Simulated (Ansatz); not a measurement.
One starting cell of PbS (a generated cell, PbS built in the cinnabar structure type) was relaxed twice with Ansatz (plane waves, PAW, scalar-relativistic): with r2SCAN at 500 eV and with PBE at 420 eV. The r2SCAN result:

```yaml
crystal:
  lattice:
    - [0.00000, 2.98737, 2.98737]
    - [2.98737, 0.00000, 2.98737]
    - [2.98737, 2.98737, 0.00000]
  atoms:
    - { symbol: Pb, position: [0.50000, 0.50000, 0.50000] }
    - { symbol: S, position: [0.00000, 0.00000, 0.00000] }
```

| quantity | r2SCAN | PBE |
|---|---|---|
| space group | Fm-3m | Fm-3m |
| volume (Å³/atom) | 26.66 | ? |
| a (Å) | 5.975 | ? |
| gap (eV, no spin-orbit coupling) | 0.70 | ? |

**Question.** What does PBE give for the same quantities?

**Answer.** 
- volume (Å³/atom), PBE: 27.12
- a (Å), PBE: 6.009
- gap (eV, no spin-orbit coupling), PBE: 0.50

Both levels end in the same structure; PBE's volume is 1.7 % larger; its gap is 0.20 eV smaller. Neither column is exact.

No spin polarisation in the result. Without spin-orbit coupling the bands of the heavy element are not split, so the gap can be far off.

The run could not lose the symmetry of its start; a randomly shaken copy of 4 atoms returns to this structure.

Ansatz is an electronic-structure program.
